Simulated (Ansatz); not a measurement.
ZnSe:
```yaml
crystal:
  lattice:
    - [0.00000, 2.83300, 2.83300]
    - [2.83300, 0.00000, 2.83300]
    - [2.83300, 2.83300, 0.00000]
  atoms:
    - { symbol: Zn, position: [0.00000, 0.00000, 0.00000] }
    - { symbol: Se, position: [0.25000, 0.25000, 0.25000] }
```

Tensor components refer to the Cartesian frame of this cell.

### Question
Give the high-frequency dielectric tensor and the Born effective charge tensors of the independent atoms from DFPT, r²SCAN in the plane-wave PAW code Ansatz.

### Answer

ε∞:
```
6.39  0.00  0.00
0.00  6.39  0.00
0.00  0.00  6.39
```
Z* of atom 1 (Zn), rows: field, columns: displacement, in e:
```
2.05  0.00  0.00
0.00  2.05  0.00
0.00  0.00  2.05
```
Z* of atom 2 (Se), rows: field, columns: displacement, in e:
```
-2.05   0.00   0.00
 0.00  -2.05   0.00
 0.00   0.00  -2.05
```

Static charges for comparison (Bader): Zn1 +0.84, Se2 -0.84 e. Born charges measure polarisation by displacement and can exceed these by far.

Space group F-43m (zinc blende). Symmetry was held in the r²SCAN relaxation. Spin–orbit coupling is left out wherever it is not named.

Potentials: the earlier of the program's two PAW sets. The files were generated under PBE; for other functionals the program regenerates the frozen cores, and for LDA and PBEsol the local potential too.
